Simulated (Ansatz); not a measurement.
This cell of CdS (wurtzite) is off equilibrium:

```
CELL_PARAMETERS angstrom
      4.19618     0.00000     0.00000
     -2.09809     3.63400     0.00000
      0.00000     0.00000     6.82953
ATOMIC_POSITIONS crystal
  Cd 0.33333 0.66667 0.99917
  Cd 0.66667 0.33333 0.49917
  S  0.33333 0.66667 0.37563
  S  0.48317 0.33333 0.87563
```

Calculation: PBE (plane waves to 420 eV, PAW, scalar-relativistic; Ansatz, a quantum-chemistry and plane-wave program). k mesh 7×7×4 (Γ-centred), Fermi-Dirac smearing 0.05 eV. The energy includes the smearing's −TS. Compression counts positive. CdS was relaxed with its symmetry unable to fall.

Task: What forces act on the atoms (eV/Å, Cartesian)?

Result: 
```json
[
 {"atom": "Cd1", "Fx": "-6.249", "Fy": "5.726", "Fz": "3.589"},
 {"atom": "Cd2", "Fx": "-0.119", "Fy": "0.015", "Fz": "0.251"},
 {"atom": "S3", "Fx": "-0.329", "Fy": "0.154", "Fz": "0.156"},
 {"atom": "S4", "Fx": "6.697", "Fy": "-5.895", "Fz": "-3.996"}
]
```

Task: Give the stress tensor in GPa and the pressure.

Result: 
```
   10.8    -11.5     -7.7
  -11.5      8.6      7.6
   -7.7      7.6      4.2
```
The pressure, a third of the trace, is 7.9 GPa.

Task: In it atom 4 sits (-0.770, 0.000, 0.000) Å away from its relaxed site. What is its energy relative to the relaxed cell?

Result: 2031 meV/cell.

(A displaced cell: forces are minus the slopes of the energy, force constants its curvatures, and phonons follow from these.)
